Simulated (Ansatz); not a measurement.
A distorted cell of Sc3SnB (anti-perovskite):

```yaml
crystal:
  lattice:
    - [4.67770, 0.00000, 0.00000]
    - [0.00000, 4.67770, 0.00000]
    - [0.00000, 0.00000, 4.67770]
  atoms:
    - { symbol: Sc, position: [0.50000, 0.00000, 0.50000] }
    - { symbol: Sc, position: [0.00000, 0.50000, 0.50000] }
    - { symbol: Sc, position: [0.50000, 0.50000, 0.00000] }
    - { symbol: Sn, position: [0.00000, 0.00000, 0.00000] }
    - { symbol: B, position: [0.50000, 0.50000, 0.50000] }
```

Computed with PBEsol (plane waves to 420 eV, PAW, scalar-relativistic; Ansatz, a program for electronic structure). k mesh 10×10×10 (Γ-centred), Fermi-Dirac smearing 0.05 eV. Energies are smeared free energies. Stress and pressure are positive under compression. At this level the bands of Sc3SnB touch or barely overlap. Sc3SnB is run without spin polarisation. Sc3SnB was relaxed with its symmetry unable to fall.

Task: Give the stress tensor in GPa and the pressure.

Result: 
```
   -3.9      0.0      0.0
    0.0     -3.9      0.0
    0.0      0.0     -3.9
```
The pressure, a third of the trace, is -3.9 GPa.

Task: It is the relaxed cell scaled evenly to V/V₀ = 1.050, atoms relaxed where free. What is its energy relative to the relaxed cell?

Result: 12 meV/atom.

(A scan under strain: stresses follow from slopes of the energy per volume, elastic moduli from its curvatures.)
